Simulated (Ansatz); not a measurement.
The following input was run with Ansatz 0.2.0.

```yaml
crystal:
  lattice:
    - [9.6, 0.0, 0.0]
    - [0.0, 9.8, 0.0]
    - [0.0, 0.0, 10.0]
  atoms:
    - { symbol: "N", position: [0.5331220986, 0.5324461374, 0.5317972147] }
    - { symbol: "N", position: [0.4668779014, 0.4675538626, 0.4682027853] }
basis:
  ecutwfc: 420
kpoints:
  mp_grid: { grid: [1, 1, 1] }
hamiltonian:
  xc: pbe
  dispersion: d3bj
scf:
  occupations: { method: gaussian, width: 0.01 }
output:
  forces: true
  eigenvalues: true
```

Launched with
```bash
ansatz run input.yaml --threads 2 --pin off --max-ram 5120MiB --backend cpu --events-out ev --progress --plain --runs-dir out
```

Method: DFT PBE+D3(BJ), scalar-relativistic, plane waves, PAW in Ansatz 0.2.0.

From the run's log, abridged:

```
Pseudopotentials: kind: paw
Pseudopotential: N, paw, valence charge 5, recommended cutoff 420 eV (normal)
Functional definition: PBE
Crystal: 2 atoms, lattice volume = 940.800 Å³
Basis set: ecut = 420 eV, 18389 PW (Γ), exchange–correlation on 144×144×144 points (8 copies of the dense FFT grid, shifted against one another)
Bands: 9, of which v1, the nominal top of the filled ones, is band 5 counted from 1 (4 counted from 0)
Symmetry: 2 space group operations
Space group: P-1 (ITA 2), of the structure as read, at distance tolerance 9.8e-5 Å
k-points: 1
Initial density: superposition of atomic densities (neutral atoms: chi_scale 0, normalization atom), corrected by the library's trained network
Initial wavefunctions: pseudopotential atomic-orbital guess
Functional: x = pbe(κ = 0.804, μ = 0.21951497), c = pbe(β = 0.06672455)
SCF iter   1: F=—  HF=-768.012957 eV  |F-HF|=—  |Δ(HF+E_count)|=         —  Δρ=1.37e-3  dr2=1.30e-2  ethr=1.77e-3  ⟨swp⟩=5.0  Hψ=58  notcnv=0
SCF iter   2: F=—  HF=-768.027324 eV  |F-HF|=—  |Δ(HF+E_count)|=   1.44e-2  Δρ=5.81e-4  dr2=1.58e-3  ethr=1.30e-4  ⟨swp⟩=5.0  Hψ=29  notcnv=0
SCF iter   3: F=—  HF=-768.036820 eV  |F-HF|=—  |Δ(HF+E_count)|=   9.50e-3  Δρ=1.44e-4  dr2=1.52e-4  ethr=1.58e-5  ⟨swp⟩=7.0  Hψ=26  notcnv=0
SCF iter   4: F=—  HF=-768.038271 eV  |F-HF|=—  |Δ(HF+E_count)|=   1.45e-3  Δρ=2.16e-5  dr2=1.75e-6  ethr=1.52e-6  ⟨swp⟩=11.0  Hψ=36  notcnv=0
SCF iter   5: F=—  HF=-768.038311 eV  |F-HF|=—  |Δ(HF+E_count)|=   3.92e-5  Δρ=3.38e-6  dr2=6.53e-8  ethr=1.75e-8  ⟨swp⟩=4.0  Hψ=21  notcnv=0
SCF iter   6: F=-768.038311 eV  HF=-768.038311 eV  |F-HF|=3.95e-9  |Δ(HF+E_count)|=   4.21e-8  Δρ=5.22e-7  dr2=1.00e-9  ethr=6.53e-10  ⟨swp⟩=8.0  Hψ=68  notcnv=0
SCF 1 converged in 6 iterations: F = -768.038311 eV  dr2 = 1.00e-9
SCF converged after 6 iterations
Free energy (F): -768.038311 eV
Harris-Foulkes:  -768.038311 eV  (|F-HF|=3.95e-9)
Internal energy: -768.038311 eV  (E = F + TS)
E sigma→0 (E₀):  -768.038311 eV
Fermi energy:    -5.925289 eV
--- Per-component energies (eV) ---
  E_band       = -148.250063
  E_kinetic    = 250.501444
  E_local      = -1417.710757  (includes V_loc(G=0)·N_el)
  E_nonlocal   = 95.984871
  E_hartree    = 553.509887
  E_xc         = -115.037132
  E_vxc        = -145.503775  (∫ρ·V_xc dr)
  E_paw        = -254.667448  (= ΣΔE_a)
  E_vpaw       = -38.542081  (= ΣTr[D̂ρ^β])
  E_aug_tail   = 0.000173  (compensation charges beyond the density's cutoff)
  E_ewald      = 119.392707
  E_disp       = -0.012056  (pairwise vdW)
  E_smearing   =  0.000000  (= −TS)
--- Forces (eV/Å), atoms counted from 1 ---
  atom   1  N      0.05356901     0.05332407     0.05361391
  atom   2  N     -0.05356901    -0.05332407    -0.05361391
--- Band table (eV) ---
  k-point 0: bands = ["-27.9714", "-13.3155", "-11.3946", "-11.3945", "-10.0490", "-1.8015", "-1.8012", "-0.1577", "1.1890"]
```

Self-consistency was reached.

It took 1.4 s on 2 threads of Arm Neoverse V1, on a shared host, peak memory 0.57 GiB.